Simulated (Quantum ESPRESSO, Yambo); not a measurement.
Quasiparticle gap of NH₄Br

Space group P-43m (No. 215); a = b = c = 4.0001 Å, α = β = γ = 90.00°

```tsv
atom	site	symmetry	x	y	z
H	4e	.3m	0.8508	0.8508	0.8508
N	1a	-43m	0.0000	0.0000	0.0000
Br	1b	-43m	0.5000	0.5000	0.5000
```

The geometry is that of Materials Project entry mp-36248, symmetrised and not relaxed again.

Starting point: norm-conserving LDA (Quantum ESPRESSO, 84 Ry, scalar-relativistic). G0W0 in Yambo: 4×4×4 Γ-centred k mesh, 141 bands and a 10 Ry block in the screening, 141 bands in G with the Bruneval-Gonze terminator, plasmon pole fitted at 27.2 eV.

The LDA gap along the band path comes out as 3.94 eV and the LDA gap between the mesh's edge points (M → Γ) is 3.94 eV. The G0W0 gap between the same points comes out as 6.55 eV, the LDA smallest direct gap on the mesh (at Γ) comes out as 4.02 eV and the G0W0 direct gap at that point is 6.62 eV.

```
k point  band  E LDA (eV)  E QP (eV)  shift (eV)     Z
-------  ----  ----------  ---------  ----------  ----
Γ          VB       -0.08      -1.70       -1.62  0.81
Γ          CB        3.94       4.91        0.97  0.85
M          VB        0.00      -1.64       -1.64  0.81
M          CB        5.43       6.45        1.03  0.85
```

Energies count from the LDA valence-band maximum.

Nearest settings tried, and what they do to the gap: 106 bands in W, 106 bands in G: -24 meV; 8 Ry block (179 vectors against 257): -47 meV; 6×6×6 mesh: -5 meV. So the settings aren't converged at that level.

Spin-orbit splittings are left out.
